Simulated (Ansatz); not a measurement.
The calculation used DFT PBE, scalar-relativistic, plane waves, PAW (Ansatz 0.2.0). All cells share a 420 eV cutoff and Γ-centred k meshes spaced at most about 0.3 Å⁻¹ (about 0.25 or finer for metals, 2π included). Collinear spin in cells that started with moments and kept them past the coarse steps, no spin elsewhere.

These are static total energies at zero pressure.

Two forms of AlIn2N3 were relaxed alike.

A. (site moments under 0.1 μB) Space group P4/mmm (No. 123), tetragonal, a = 3.902 Å, c = 5.595 Å. Al is surrounded by 2 N at 2.80 Å and 8 In at 3.11 Å; In is surrounded by 4 N at 2.39 Å, 2 In at 2.74–2.85 Å, 4 N at 3.08 Å and 4 Al at 3.11 Å; N on a site of symmetry 4/mmm has 4 N at 1.95 Å, 2 Al at 2.80 Å and 8 In at 3.08 Å; N on a site of symmetry mmm is surrounded by 2 N at 1.95 Å and 4 In at 2.39 Å.

B. (no spin) Space group P-6m2 (No. 187), hexagonal, a = 5.085 Å, c = 5.239 Å. Al has 3 N at 1.86 Å and 3 In at 2.94 Å; around In on its first site lie 6 N at 2.57 Å and 3 Al at 2.94 Å; around In on its second site lie 6 N at 2.83 Å; around N lie 2 N at 1.86 Å, 1 Al at 1.86 Å, 2 In at 2.57 Å and 2 In at 2.83 Å.

Question: Which would you expect to be lower, and how large is the difference?

Answer: B is lower, by 292 meV/atom. A has space group P4/mmm (No. 123), 14.2 Å³/atom and no gap on its mesh; B has space group P-6m2 (No. 187), 19.5 Å³/atom and no gap. Counting N atoms around Al and In (those within 1.25 times the shortest such distance or 1.15 times the sum of covalent radii, 1.27 where that leaves under three; a plus sign parts nearer from farther groups; the shortest distance is added where it exceeds 1.18 times the sum of covalent radii; a slash parts the counts of unlike sites), A has Al 2+8 from 2.8 Å, In 4 and B has Al 3, In 6 from 2.6 Å/6 from 2.8 Å. The lower one is the more open, so pressure narrows the difference. Even the lower one lies +1.21 eV/atom against the reference forms of the elements (uncorrected), so neither is stable at this level. Both come from invented guesses. A third cell relaxed alike, in P4/mmm, lies 0.72 eV/atom below the lower of the two.

Cells relaxed within their symmetry can be saddle points.
